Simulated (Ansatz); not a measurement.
# Is this TmGa3Hg3As2N4 structure a true minimum?

The cell was found from a structure generator's guess, not taken from experiment.

Computed with DFT PBE, scalar-relativistic, plane waves, PAW, and for the lanthanide a 4f-in-core norm-conserving potential, in Ansatz 0.2.0. Settings: cutoff 690 eV, Γ-centred mesh 10×4×4 on the computed 13-atom cell, Gaussian smearing of 0.10 eV; no spin polarisation.

The cell below (13 atoms, space group P1 (No. 1)) is relaxed within its symmetry.

```yaml
crystal:
  lattice:
    - [3.21383, 0.00000, 0.00000]
    - [1.46868, 8.25211, 0.00000]
    - [1.50070, 0.58456, 9.68985]
  atoms:
    - { symbol: Tm, position: [0.75460, 0.93886, 0.04314] }
    - { symbol: Ga, position: [0.03599, 0.31791, 0.06165] }
    - { symbol: Ga, position: [0.96329, 0.69299, 0.85009] }
    - { symbol: Ga, position: [0.63315, 0.34470, 0.82425] }
    - { symbol: Hg, position: [0.85648, 0.30777, 0.41398] }
    - { symbol: Hg, position: [0.31311, 0.63194, 0.23086] }
    - { symbol: Hg, position: [0.05584, 0.78793, 0.58563] }
    - { symbol: As, position: [0.14090, 0.92150, 0.30962] }
    - { symbol: As, position: [0.79973, 0.15139, 0.64133] }
    - { symbol: N, position: [0.05589, 0.46127, 0.87536] }
    - { symbol: N, position: [0.90476, 0.43895, 0.22206] }
    - { symbol: N, position: [0.37172, 0.80302, 0.93568] }
    - { symbol: N, position: [0.61456, 0.20177, 0.00634] }
```

For the test it was strained at random (σ = 1.5 % a component), the atoms were moved at random (σ = 0.10 Å), and all was relaxed again on a coarse 8×4×2 mesh (in the run’s order of axes) with 0.20 eV smearing, with no symmetry imposed.

Spin–orbit coupling, which can matter for Hg, is left out.

Q: Does it come back?

A: It doesn't return. The energy falls by 13 meV/atom on that mesh, the volume changes by -4.0 %, and the end has space group Cm (No. 8) at a loose tolerance. Relaxed again on a 10×4×4 mesh with 0.10 eV smearing, the new structure lies 12 meV/atom below the first (mesh in the axes of the run's cell; the cell below is made exact in the group named). Space group Cm (No. 8), monoclinic, a = 19.381 Å, b = 3.146 Å, c = 8.143 Å, β = 93.5°. Around Tm lie 4 N at 2.30–2.38 Å, 2 Ga at 2.90–2.97 Å, 2 As at 3.12 Å, 2 Tm at 3.15 Å and 2 Hg at 3.52 Å; Ga on its first site is surrounded by 1 N at 1.87 Å, 3 N at 2.02–2.04 Å, 2 Ga at 2.80 Å and 1 Tm at 2.97 Å; Hg on its first site is surrounded by 1 N at 2.10 Å and 1 As at 2.50 Å; As on its first site has 1 Hg at 2.54 Å, 1 Hg at 2.85 Å and 2 Tm at 3.12 Å; N on its first site is surrounded by 4 Ga at 1.94–2.02 Å; 8 more sites not described.

```cif
data_structure
_symmetry_space_group_name_H-M 'P 1'
_symmetry_Int_Tables_number 1
_cell_length_a 9.8173
_cell_length_b 9.8173
_cell_length_c 8.1435
_cell_angle_alpha 93.479
_cell_angle_beta 93.479
_cell_angle_gamma 18.438
_cell_volume 247.77
loop_
_atom_site_label
_atom_site_type_symbol
_atom_site_fract_x
_atom_site_fract_y
_atom_site_fract_z
_atom_site_occupancy
Tm1 Tm 0.05556 0.05556 0.03505 1
Ga1 Ga 0.06860 0.06860 0.67332 1
Ga2 Ga 0.96557 0.96557 0.30648 1
Ga3 Ga 0.44874 0.44874 0.66625 1
Hg1 Hg 0.24422 0.24422 0.69872 1
Hg2 Hg 0.65374 0.65374 0.35754 1
Hg3 Hg 0.83194 0.83194 0.21489 1
As1 As 0.69456 0.69456 0.06763 1
As2 As 0.35764 0.35764 0.86245 1
N1 N 0.97598 0.97598 0.54462 1
N2 N 0.14967 0.14967 0.55899 1
N3 N 0.50731 0.50731 0.19851 1
N4 N 0.54226 0.54226 0.81554 1
```

The lanthanide is trivalent by construction, without f bands, f moments or other valences.
